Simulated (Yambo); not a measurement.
Yambo run on Na3MoO3F3 (space group R3, No. 146). The wavefunctions are LDA (Quantum ESPRESSO, PseudoDojo norm-conserving, 88 Ry, no spin-orbit coupling) ones on a 2×2×2 mesh (40 occupied bands); a = b = c = 5.806 Å, α = β = γ = 57.29°.

Yambo input:

```
rim_cut
gw0
dyson
el_el_corr
HF_and_locXC
ppa
em1d
RandQpts= 1000000
RandGvec= 1 Ry
EXXRLvcs= 88 Ry
VXCRLvcs= 352 Ry
Chimod= "HARTREE"
% BndsRnXp
 5 | 161 |
%
NGsBlkXp= 3 Ry
% LongDrXp
 1.0 | 1.0 | 1.0 |
%
PPAPntXp= 27.2114 eV
% GbndRnge
 1 | 161 |
%
GTermKind= "none"
DysSolver= "n"
ExtendOut
% QPkrange
 2 | 2 | 40 | 40 |
 4 | 4 | 40 | 41 |
%
```

k points by index: 2 = L, 4 = Z.

The o-*.qp file then holds:

```
#    K-point    Band    Eo [eV]    E [eV]    E-Eo [eV]    Vxc [eV]    Vnlxc [eV]    Sc|Eo [eV]    Sc|E [eV]    dSc/dw|Eo [eV]    Re(Z)    Im(Z)
#
    2    40    0.000000    -1.144218    -1.144218    -19.37669    -24.66485    3.867164    4.143944    -6.581471    0.805238    -0.001371
    4    40    -0.169263    -1.356621    -1.187358    -19.26269    -24.48143    3.747804    4.031383    -6.498174    0.807228    -0.001366
    4    41    4.029137    6.322657    2.293520    -18.05108    -12.40584    -2.918948    -3.351720    -5.134400    0.841264    -0.999501E-3
```
(The two width columns are left out.) Convergence of these settings isn't established.

Geometry of the Materials Project entry, not relaxed at this level.
